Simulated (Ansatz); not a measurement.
TlPt

Level of theory: DFT, r²SCAN, scalar-relativistic, no spin polarisation; plane waves to 500 eV with PAW datasets (Ansatz 0.2.0), Γ-centred 6×6×8 mesh, 0.05 eV Gaussian smearing. The datasets are Ansatz's generated set soft_2.

```xyz
6
Lattice="6.5146 0.0000 0.0000 -3.2573 5.6418 0.0000 0.0000 0.0000 3.9265" Properties=species:S:1:pos:R:3 pbc="T T T"
Tl    3.2573    0.0000    0.0000
Tl    1.6287    2.8209    0.0000
Tl   -1.6287    2.8209    0.0000
Pt    0.0000    0.0000    0.0000
Pt    0.0000    3.7612    1.9633
Pt    3.2573    1.8806    1.9633
```

The chain of runs began from a cell as deposited in COD, expanded in volume.

The cell is relaxed to zero pressure at this level.

The cell has space group P6/mmm (read at 0.01 Å). In it the stress is -0.01, -0.01, 0.09, 0.00, 0.00, 0.00 GPa, so the shape isn't fully relaxed, and the largest force component 0.000 eV/Å. Each change below starts from this cell, without further relaxation. Stress is in GPa, positive in compression, in the order xx, yy, zz, yz, xz, xy; energies are counted from the cell above and are free energies with the smearing's entropy, which match forces and stress in a metal.

One atom was moved along a Cartesian axis, and these forces appeared. Which atom, and about how far?
```tsv
atom	Fx (eV/Å)	Fy	Fz
Tl1	0.000	1.139	0.000
Tl2	-0.377	0.166	0.000
Tl3	0.377	0.166	0.000
Pt4	0.000	0.032	0.000
Pt5	0.000	-1.427	0.000
Pt6	0.000	-0.075	0.000
```

Atom 5 (Pt) is moved by 0.20 Å along y; the energy changes by 132.4 meV per cell.

What stress follows from an engineering strain of 2 % in xx, atoms carried along?

-1.27, -1.06, -1.54, 0.00, 0.00, 0.00 GPa; the energy changes by 11.8 meV per cell.
| atom | Fx (eV/Å) | Fy | Fz |
| --- | --- | --- | --- |
| Tl1 | 0.000 | 0.000 | 0.000 |
| Tl2 | 0.000 | 0.000 | 0.000 |
| Tl3 | 0.000 | 0.000 | 0.000 |
| Pt4 | 0.000 | 0.000 | 0.000 |
| Pt5 | 0.000 | -0.140 | 0.000 |
| Pt6 | 0.000 | 0.140 | 0.000 |
The change of the stress over the strain gives a clamped-atom stiffness of about 63 GPa for this component, a secant value that lies under the elastic constant in tension and over it in compression, by several per cent for each per cent of strain.
In a harmonic crystal the energy would rise by V(½Cε² − σ₀ε), with σ₀ the stress of the unstrained cell, = 11.5 meV, which matches.

All atoms and the cell are disturbed at random:
```
CELL_PARAMETERS angstrom
6.57039 0.01924 0.00187
-3.26853 5.57597 0.00741
0.00113 0.00581 3.85381
ATOMIC_POSITIONS crystal
Tl 0.51181 0.99227 0.99569
Tl 0.49246 0.50502 0.99109
Tl 0.01121 0.51163 0.00524
Pt 0.00195 0.02215 0.99553
Pt 0.33053 0.64727 0.51391
Pt 0.65204 0.32166 0.49854
```
Give the energy change, the stress and the forces.

260.4 meV per cell; stress 3.26, 1.91, 4.88, -0.47, 0.70, -1.26 GPa.
```tsv
atom	Fx (eV/Å)	Fy	Fz
Tl1	0.226	0.402	0.345
Tl2	1.936	-1.224	0.931
Tl3	-1.470	-0.675	0.163
Pt4	-0.171	0.133	0.002
Pt5	-0.716	0.698	-1.217
Pt6	0.195	0.666	-0.224
```

Spin–orbit coupling, which matters for such heavy elements, is left out.
